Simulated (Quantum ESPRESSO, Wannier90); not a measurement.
## Ag₂S (anti-fluorite), plane waves to Wannier functions

```
begin unit_cell_cart
ang
    0.0000000000    3.1239900000    3.1239900000
    3.1239900000    0.0000000000    3.1239900000
    3.1239900000    3.1239900000    0.0000000000
end unit_cell_cart
begin atoms_frac
Ag  -0.2500000000 -0.2500000000 -0.2500000000
Ag   0.2500000000  0.2500000000  0.2500000000
S    0.0000000000  0.0000000000  0.0000000000
end atoms_frac
```

Cell from Materials Project (mp-1229090), symmetrised, no further relaxation. Not found in the COD (Crystallography Open Database) copy used, which has the formula in other groups; not checked further. Computed values, not measurements, from LDA: Quantum ESPRESSO (norm-conserving PseudoDojo potentials, cutoff 69 Ry, no spin polarisation, no spin-orbit coupling) on a Γ-centred 8×8×8 mesh, then Wannier90. Density: 8×8×8 mesh, cold smearing 0.01 Ry.

A tight-binding model is made by disentanglement and projection with no localisation steps (num_iter = 0), so the 13 orbitals stay atom-like: hydrogen-like Ag: d; S: p, axes along x, y, z; frozen window up to -0.05 eV relative to the Fermi level. It follows pw.x to 37 meV rms for states up to 0.0 eV relative to the Fermi level. Matrix elements depend on this choice of orbitals and windows.

### Question
What are the on-site energies relative to the Fermi level, and how fast do the hoppings decay?

### Answer
```tsv
atom	orbitals	energy (eV)
Ag1	dz2 dx2-y2	-3.70
Ag1	dxz dyz dxy	-3.55
Ag2	dz2 dx2-y2	-3.70
Ag2	dxz dyz dxy	-3.55
S3	pz px py	-3.28
```

```tsv
distance of the centres (Å)	largest modulus (eV)
2–3	0.44
3–4	0.32
4–5	0.29
5–6	0.039
6–7	0.037
7–8	0.015
8–9	0.033
9–10	0.0075
10–11	0.0033
11–12	0.0071
12–13	0.0024
```
